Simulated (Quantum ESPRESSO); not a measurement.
**Band energies of GaP at -3 % isotropic strain**

```xyz
2
Lattice="0.0000 2.6384 2.6384 2.6384 0.0000 2.6384 2.6384 2.6384 0.0000" Properties=species:S:1:pos:R:3 pbc="T T T"
P      3.9576     3.9576     3.9576
Ga     5.2767     5.2767     5.2767
```

norm-conserving PBEsol (Quantum ESPRESSO, 80 Ry, no spin-orbit coupling); path ΓXWKΓLUWLK,UX; energies in eV from the valence-band maximum.

| k (1/Å) | point | band 5 | band 6 | band 7 | band 8 | band 9 | band 10 | band 11 | band 12 |
|---|---|---|---|---|---|---|---|---|---|
| 0.00 | Γ | -14.65 | -13.30 | 0.00 | 0.00 | 0.00 | 2.54 | 3.78 | 3.78 |
| 0.32 |  | -14.65 | -12.93 | -1.70 | -0.88 | -0.88 | 2.92 | 4.04 | 5.04 |
| 0.76 |  | -14.63 | -11.45 | -5.00 | -2.46 | -2.46 | 1.55 | 2.93 | 8.25 |
| 1.19 | X | -14.62 | -9.83 | -7.29 | -3.07 | -3.07 | 1.30 | 1.59 | 11.24 |
| 1.67 |  | -14.64 | -9.71 | -7.07 | -4.02 | -3.90 | 3.98 | 4.37 | 6.94 |
| 1.79 | W | -14.64 | -9.69 | -7.04 | -4.11 | -3.98 | 4.62 | 5.23 | 6.00 |
| 2.21 | K | -14.64 | -9.86 | -7.05 | -4.54 | -2.58 | 1.95 | 4.87 | 8.52 |
| 2.63 |  | -14.65 | -11.14 | -5.75 | -3.90 | -1.38 | 3.22 | 5.88 | 5.93 |
| 3.05 |  | -14.65 | -12.69 | -2.88 | -1.59 | -0.31 | 3.43 | 4.31 | 4.34 |
| 3.47 | Γ | -14.65 | -13.30 | 0.00 | 0.00 | 0.00 | 2.54 | 3.78 | 3.78 |
| 3.88 |  | -14.65 | -12.72 | -3.18 | -0.57 | -0.57 | 2.60 | 4.56 | 4.56 |
| 4.29 |  | -14.64 | -11.29 | -6.61 | -1.19 | -1.19 | 1.96 | 4.67 | 4.67 |
| 4.50 | L | -14.64 | -10.87 | -7.29 | -1.28 | -1.28 | 1.88 | 4.60 | 4.60 |
| 4.71 |  | -14.64 | -10.75 | -7.20 | -2.22 | -1.50 | 2.64 | 4.38 | 5.09 |
| 5.13 |  | -14.64 | -9.99 | -6.95 | -4.54 | -2.42 | 2.13 | 5.54 | 7.91 |
| 5.23 | U | -14.64 | -9.86 | -7.05 | -4.54 | -2.58 | 1.95 | 4.87 | 8.52 |
| 5.55 |  | -14.64 | -9.73 | -7.03 | -4.26 | -3.70 | 4.05 | 5.04 | 6.44 |
| 5.65 | W | -14.64 | -9.69 | -7.04 | -4.11 | -3.98 | 4.62 | 5.23 | 6.00 |
| 5.93 |  | -14.64 | -10.10 | -6.90 | -4.21 | -2.87 | 3.99 | 4.52 | 6.58 |
| 6.31 |  | -14.64 | -10.78 | -7.21 | -2.06 | -1.48 | 2.57 | 4.33 | 5.04 |
| 6.49 | L | -14.64 | -10.87 | -7.29 | -1.28 | -1.28 | 1.88 | 4.60 | 4.60 |
| 6.66 |  | -14.64 | -10.80 | -7.23 | -1.90 | -1.42 | 2.42 | 4.41 | 4.90 |
| 6.98 |  | -14.64 | -10.27 | -6.93 | -4.08 | -2.14 | 2.47 | 5.82 | 6.86 |
| 7.22 | K | -14.64 | -9.86 | -7.05 | -4.54 | -2.58 | 1.95 | 4.87 | 8.52 |
| 7.22 | U | -14.64 | -9.86 | -7.05 | -4.54 | -2.58 | 1.95 | 4.87 | 8.52 |
| 7.64 | X | -14.62 | -9.83 | -7.29 | -3.07 | -3.07 | 1.30 | 1.59 | 11.24 |

The PBEsol gap is indirect, 1.28 eV, from Γ to 91 % of the way from Γ to X; the smallest direct gap is 2.54 eV.

Spin-orbit splittings are left out.

Geometry strained from the cell relaxed with PBEsol, atoms relaxed again.
